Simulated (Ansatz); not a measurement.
Zr (hcp (Mg type), P6_3/mmc) under volume change, DFT-LDA in the program Ansatz with PAW potentials, shape and atoms relaxed at each volume.

```json
[
 {"V (Å³/atom)": "19.825", "E − E(relaxed) (meV/atom)": "62.8", "P (GPa)": "10.92"},
 {"V (Å³/atom)": "20.479", "E − E(relaxed) (meV/atom)": "26.8", "P (GPa)": "6.84"},
 {"V (Å³/atom)": "21.132", "E − E(relaxed) (meV/atom)": "6.4", "P (GPa)": "3.22"},
 {"V (Å³/atom)": "21.786", "E − E(relaxed) (meV/atom)": "0.0", "P (GPa)": "0.00"},
 {"V (Å³/atom)": "22.439", "E − E(relaxed) (meV/atom)": "6.0", "P (GPa)": "-2.87"},
 {"V (Å³/atom)": "23.093", "E − E(relaxed) (meV/atom)": "23.0", "P (GPa)": "-5.44"},
 {"V (Å³/atom)": "23.747", "E − E(relaxed) (meV/atom)": "49.9", "P (GPa)": "-7.71"}
]
```

Task: What does a third-order Birch–Murnaghan fit give for V₀, B₀ and B′?

Result: V₀ = 21.78 Å³/atom, B₀ = 101 GPa, B′ = 2.9.

Symmetry was held in the LDA relaxation. No spin polarisation was allowed.

Potentials: the earlier of the program's two PAW sets. The files were generated under PBE; for other functionals the program regenerates the frozen cores, and for LDA and PBEsol the local potential too.
